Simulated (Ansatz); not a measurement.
Notes on Ca3Ga8H2

```
Ca H Ga
1.0
     5.76519    0.00000    0.00000
    -2.88259    4.99280    0.00000
    -2.88259    1.66427    6.83701
Ca H Ga
3 2 8
Direct
  0.00000 0.00000 0.00000
  0.20360 0.79640 0.61080
  0.79640 0.20360 0.38920
  0.40520 0.59480 0.21560
  0.59480 0.40520 0.78440
  0.32350 0.67650 0.97050
  0.67650 0.32350 0.02950
  0.27360 0.72640 0.29810
  0.27360 0.24910 0.29810
  0.75090 0.72640 0.29810
  0.72640 0.27360 0.70190
  0.24910 0.27360 0.70190
  0.72640 0.75090 0.70190
```

The numbers come from plane-wave PAW DFT (Ansatz): r2SCAN, no spin polarisation, 500 eV, 5×5×5 Γ-centred k points, tetrahedron occupations. Nothing was relaxed.

(1) What does the stress say?

(2) What do density and ELF say about some of the short contacts?

(3) Which atom feels the largest force, and which way?

(4) Give the Bader charges.

(5) Is it stable against the elements?

(6) What happens at the Fermi level?

Origin: a known structure type with other elements, at an estimated volume, so it need not be a known compound. Caveats: empty levels are not fully converged; atoms or cell far from equilibrium; forces and stress under tetrahedra may miss the slope of the energy.

## Answers

(1) The pressure is 22.6 GPa (compression positive), so with the atoms held at these fractions the cell would first expand; the forces are large, so a full relaxation may end otherwise. The principal stresses 20.3, 20.3, 27.2 GPa differ, so its shape would change too.

(2) H–Ga at 1.68 Å: least valence density 0.54 e/Å³ and ELF 0.33 there. Ca–Ga at 2.46 Å: least valence density 0.30 e/Å³ and ELF 0.17 there. These are pseudo-fields; inside the PAW spheres they differ from the all-electron ones.

(3) The largest is on Ga6 (and as large on other atoms): 1.27 eV/Å, components (0.00, 0.00, 1.27). It makes 0° with the line to a nearest neighbour, H4 at 1.68 Å, pointing towards it.

(4) Bader charges in e: Ca +1.15, Ga -0.36 to -0.08, H -0.56. In the mean Ca gives up most and H takes most.

(5) 0.37 eV an atom against the elements' usual phases (free molecules for gases, crystals otherwise, with no correction for O₂ or N₂), so at this geometry it isn't bound against them. Relaxing would lower it.

(6) It is a metal, with about 4.8 states/eV a cell as the mean within 0.25 eV of the Fermi level, mostly Ga p (72 %) and Ga s (13 %).
